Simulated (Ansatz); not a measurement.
LaHg2: what a change of hamiltonian.hubbard does

Computed with the plane-wave PAW code Ansatz (scalar-relativistic, PAW set soft_2): PBEsol, no spin polarisation, 420 eV cutoff, k-mesh 9×9×8. These are the settings of the reference run.

Cell:

```
La Hg
1.0
     4.99770    0.00000    0.00000
    -2.49885    4.32814    0.00000
     0.00000    0.00000    3.49019
La Hg
1 2
Cartesian
  0.0000 0.0000 0.0000
  0.0000 2.8854 1.7452
  2.4989 1.4427 1.7449
```

The reference run of this cell is solved again as a single point with these keys changed:

| key | reference run | changed run |
| --- | --- | --- |
| hamiltonian.hubbard | not typed | {sites: [{species: La, l: f, u_eff: 6.0}], double_counting: fll} |

Q: Does this change matter?

A: 

| quantity | reference run | changed run |
| --- | --- | --- |
| pressure (GPa) | 0.0 | 1.3 |
| largest force (eV/Å) | 0.00 | 0.00 |
| gap on the mesh (eV) | 0.00 | 0.00 |

The Hamiltonian isn't the same, so energies aren't compared. It took 9 iterations.

Caveats: a single point, atoms not relaxed again; a change of U can also leave the f or d shell in another state.
